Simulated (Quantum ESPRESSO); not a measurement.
Space group Fm-3m (No. 225); a = b = c = 7.625 Å, α = β = γ = 90.00°

| atom | site | symmetry | x | y | z |
|---|---|---|---|---|---|
| H | 24e | 4m.m | 0.0000 | 0.0000 | 0.2261 |
| Sr | 8c | -43m | 0.2500 | 0.2500 | 0.2500 |
| Os | 4a | m-3m | 0.0000 | 0.0000 | 0.0000 |
(The calculation used a cell of 9 atoms; values per cell refer to that cell.)

The geometry is that of Materials Project entry mp-1078677, symmetrised and not relaxed again.

Question: What does LDA (pw.x of Quantum ESPRESSO, ONCV potentials, no spin-orbit coupling) give for the electronic structure near the Fermi level?

Answer: The LDA gap is indirect, 2.25 eV, from Γ to X; the smallest direct gap is 2.32 eV. Spin-orbit coupling is left out, which matters for elements this heavy: edges can move by tenths of an eV.

The structure is a Materials Project entry; no match was found in the copy of COD used, and its stability was not checked.
